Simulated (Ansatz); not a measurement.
In plane-wave PAW PBE (Ansatz code), NbP in the tetragonal phase (I4_1md; Nb on 4a, P on 4a) relaxes to a = 3.347 Å, c = 11.428 Å. P has 6 nearest neighbours from 2.54 Å (trigonal prismatic). Against the elements it lies at -1.04 eV/atom, with no fitted shifts.

Electronic character: no gap, with almost no states at the Fermi level (zero-gap or semimetallic). Gap from PBE with spin–orbit coupling: none (metallic).

An equation-of-state fit gives a bulk modulus of 186 GPa. The highest mode at Γ lies at 380 cm⁻¹. Bader charges are Nb +1.15, P -1.15 e.

The PBE relaxation kept the symmetry of its start; of distortions, only those at the zone centre were tested. No spin polarisation was allowed. A small band overlap can be real or an error of a semilocal functional. As this level gives no gap, phonon frequencies hold no LO–TO term and depend on the k-mesh and smearing (Fermi–Dirac, 0.1 eV here). The references are the lowest solids computed at this level, not always the standard phases. Scalar-relativistic: spin–orbit coupling is off unless named, which matters more the heavier the elements.

Potentials: the later of the program's two PAW sets.
